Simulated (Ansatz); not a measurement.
Mechanical response of HfN (Fm-3m)

```
CELL_PARAMETERS angstrom
0.00000 2.25106 2.25106
2.25106 0.00000 2.25106
2.25106 2.25106 0.00000
ATOMIC_POSITIONS crystal
Hf 0.00000 0.00000 0.00000
N 0.50000 0.50000 0.50000
```

Unless marked otherwise, the numbers come from PBEsol, PAW on Ansatz 0.2.0's default frozen-core files (fitted under PBE), scalar-relativistic. k mesh 18×18×18, Fermi-Dirac smearing of 0.100 eV, cutoff 420 eV. The cell was relaxed by PAW under this functional.

The cell is cubic and carries a residual pressure of -0.04 GPa at this level. Each strain component that symmetry leaves independent is applied at ±0.008, the ions relax wherever a strain frees them, and the stress (tension positive, GPa) is read. Shears are engineering strains, γ = 2ε.

| strain | size | σxx | σyy | σzz | σyz | σxz | σxy |
| --- | --- | --- | --- | --- | --- | --- | --- |
| xx | -0.008 | -5.1900 | -0.8910 | -0.8910 | 0.0000 | 0.0000 | 0.0000 |
| xx | +0.008 | 4.7912 | 0.9307 | 0.9307 | 0.0000 | 0.0000 | 0.0000 |
| yz | -0.008 | 0.0373 | 0.0272 | 0.0272 | -0.9856 | 0.0000 | 0.0000 |
| yz | +0.008 | 0.0373 | 0.0272 | 0.0272 | 0.9856 | 0.0000 | 0.0000 |

A central difference gives one constant, for example C11 ≈ (4.7912 − (-5.1900))/(0.016) = 623.8 GPa; the program then imposes the crystal's symmetry on the whole matrix.

Task: What are the independent elastic constants?

Result: C11 = 623.8, C12 = 113.9, C44 = 123.2 GPa.

Task: Do they meet the Born conditions?

Result: C11 − C12 = 510.0, C11 + 2C12 = 851.5 and C44 = 123.2 GPa must all be positive, so the crystal is elastically stable; that says nothing yet of its phonons.

Task: What moduli does a random aggregate of grains have?

Result: B = (C11 + 2C12)/3 = 283.8 GPa. G_V = (C11 − C12 + 3C44)/5 = 175.9 and G_R = 5(C11 − C12)C44/(4C44 + 3(C11 − C12)) = 155.3, so G_H = 165.6 GPa. Then E = 9BG/(3B + G) = 415.9 GPa, ν = (3B − 2G)/(6B + 2G) = 0.256 and B/G = 1.71, on the brittle side of Pugh's 1.75 (a rule of thumb).

Task: With the density of 14.011 g/cm³, how fast does sound travel, and what Debye temperature follows?

Result: 

```tsv
direction	slow (m/s)	middle (m/s)	fast (m/s)
[100]	2965	2965	6673
[110]	2965	4266	5926
[111]	3881	3881	5655
```

The mean of v⁻³ over directions and branches gives v_m = 3771 m/s and θ_D = (ħ/k_B) v_m (6π²n)^(1/3) = 499 K, n being atoms per volume. Young's modulus spans 323 to 589 GPa over directions, and the universal anisotropy index is 0.66.

Task: How do the constants change if the ions are clamped to the homogeneous strain?

Result: None moves by more than 0.3 GPa: by symmetry a homogeneous strain puts no force on these sites.

Task: What happens at 5 GPa (cell relaxed there)?

Result: The volume falls to 0.9830 of its value, and C11 = 673.8, C12 = 120.7, C44 = 125.8 GPa (slopes of the stress), in this structure whether or not another phase takes over.

Known limits: frozen-core PAW files fitted under PBE, their cores solved anew for the functional of the run; responses of metals move with mesh and smearing; no spin-orbit coupling on heavy atoms.
